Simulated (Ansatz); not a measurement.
**Notes on AlHgF4**

```yaml
crystal:
  lattice:
    - [0.00000, 5.02738, 0.00000]
    - [5.02738, 0.00000, 0.00000]
    - [2.51369, 2.51369, -6.26100]
  atoms:
    - { symbol: Hg, position: [0.75000, 0.25000, 0.50000] }
    - { symbol: Hg, position: [0.25000, 0.75000, 0.50000] }
    - { symbol: Al, position: [0.00000, 0.00000, 0.00000] }
    - { symbol: Al, position: [0.50000, 0.50000, 0.00000] }
    - { symbol: F, position: [0.22370, 0.27630, 0.00000] }
    - { symbol: F, position: [0.27630, 0.77630, 0.00000] }
    - { symbol: F, position: [0.77630, 0.72370, 0.00000] }
    - { symbol: F, position: [0.72370, 0.22370, 0.00000] }
    - { symbol: F, position: [0.13710, 0.13710, 0.72580] }
    - { symbol: F, position: [0.36290, 0.36290, 0.27420] }
    - { symbol: F, position: [0.86290, 0.86290, 0.27420] }
    - { symbol: F, position: [0.63710, 0.63710, 0.72580] }
```

Method: r2SCAN, with U_eff = 8.09 eV on Hg d (all-electron-ortho-atomic projectors), no spin polarisation; PAW, plane waves to 500 eV, 7×7×7 Γ-centred mesh, fermi-dirac occupations (width 0.1 eV) (Ansatz 0.2.0), atoms fixed.

(1) Metal or insulator?

(2) Which element gives electrons and which takes them?

(3) What does the stress say?

(4) Which atom feels the largest force, and which way?

Origin: a known structure type with other elements, at an estimated volume, so it need not be a known compound. Caveats: the Fermi level lies in a narrow band between gaps, which spin or distortion may split; a Hubbard term without moments, so a magnetic state may lie lower; atoms or cell far from equilibrium.

Results:

(1) It is a metal, with about 2.1 states/eV a cell as the mean within 0.25 eV of the Fermi level, mostly Hg s (75 %) and F p (22 %).

(2) Bader charges in e: Al +2.65, Hg +0.82, F -0.90 to -0.83. In the mean Al gives up most and F takes most.

(3) The pressure is 3.3 GPa (compression positive), so with the atoms held at these fractions the cell would first expand; the forces are large, so a full relaxation may end otherwise. The principal stresses 0.6, 0.6, 8.9 GPa differ, so its shape would change too.

(4) The largest is on F11 (and as large on other atoms): 1.61 eV/Å, components (0.00, 0.00, -1.61). It makes 180° with the line to a nearest neighbour, Al3 at 1.72 Å, pointing away from it.
